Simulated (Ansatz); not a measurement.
# KMnAg₃C₆N₆ — field gradients at the nuclei

The cell is a measured structure from the Crystallography Open Database (COD), ions relaxed with PBE at fixed cell.

```cif
data_KMnAg3C6N6
_symmetry_space_group_name_H-M 'P312'
_symmetry_Int_Tables_number 149
_cell_length_a 6.9219
_cell_length_b 6.9219
_cell_length_c 8.1465
_cell_angle_alpha 90.000
_cell_angle_beta 90.000
_cell_angle_gamma 120.000
loop_
_atom_site_label
_atom_site_type_symbol
_atom_site_symmetry_multiplicity
_atom_site_Wyckoff_symbol
_atom_site_fract_x
_atom_site_fract_y
_atom_site_fract_z
K K 1 e 0.6667 0.3333 0.0000
Mn Mn 1 a 0.0000 0.0000 0.0000
Ag Ag 3 k 0.4922 0.9843 0.5000
C C 6 l 0.3419 0.9934 0.2860
N N 6 l 0.2569 0.0039 0.1649
```

One atom of each set is listed.

Method: Kohn–Sham DFT in Ansatz, r2SCAN, plane waves and PAW, scalar-relativistic, collinear spin, 500 eV cutoff, Γ-centred 6×6×4 k-points, Fermi–Dirac smearing 0.05 eV. Start moments as typed (μB): 4 on each Mn, none on the rest.

Conventions: |V_zz| ≥ |V_yy| ≥ |V_xx|, η = (V_xx − V_yy)/V_zz, C_Q = eQV_zz/h.

K-39: I = 3/2, Q = 60.30 mb; ⁵⁵Mn: I = 5/2, Q = 330.0 mb; ¹⁴N: I = 1, Q = 20.44 mb. Nuclear quadrupole moments: year-2017 set (Pyykkö).

| site | atoms | first shell | V_zz (10²¹ V/m²) | η | C_Q (MHz) |
| --- | --- | --- | --- | --- | --- |
| K | 1 | 6 N at 2.93 Å | 0.81 | 0.00 | 1.19 |
| Mn | 1 | 6 N at 2.22 Å | -0.25 | 0.00 | -2.03 |
| Ag | 3 | 2 C at 2.05 Å, angle 177°; also 2 N at 3.22 Å | -32.9 | 0.04 | – |
| C | 6 | 1 N at 1.17 Å, 1 Ag at 2.05 Å, angle 178°; also 1 K at 3.28 Å, 1 Mn at 3.34 Å | -6.14 | 0.04 | – |
| N | 6 | 1 C at 1.17 Å, 1 Mn at 2.22 Å, angle 159°; also 1 K at 2.93 Å, 1 Ag at 3.22 Å | -6.85 | 0.04 | -3.39 |

An axis of threefold or higher order runs through K and Mn, so V_zz lies along it and η is zero. At Ag V_zz points along the line of its two bonds (within 1°). At C V_zz points along the shorter of its two bonds, to N (within 2°). At N V_zz points along the shorter of its two bonds, to C (within 2°).

Ag, C have no stable isotope with a ground-state quadrupole moment in the table, so no C_Q is given.

The largest force is 0.9 eV/Å, so the atoms aren't at the calculated equilibrium and relaxing them would move these values. The program didn't check the stability of this electronic state in full, so a lower one may lie near. Without spin–orbit coupling (the program notes it for Ag) the gradients are little affected as a rule: paired runs on crystals with a gap mostly move them by under 2 % at such atoms. The database entry as given showed forces above 3 eV/Å or a pressure above 30 GPa, though relaxing it moves no atom far. All moments are parallel here, as the start or the cell imposes; many such compounds order antiparallel, where fields and spin densities carried over to other atoms largely cancel. The magnetic order is the one that the run reached from its start moments, not necessarily the measured one.

The run took 5 min of wall time (9.9 min of CPU time) and 2.1 GiB at its peak, on 2 threads of Arm Neoverse V1 (aarch64; 8 cores open to the job, memory cap 5.0 GiB, no GPU), a shared host with a load of 0.4 a core.
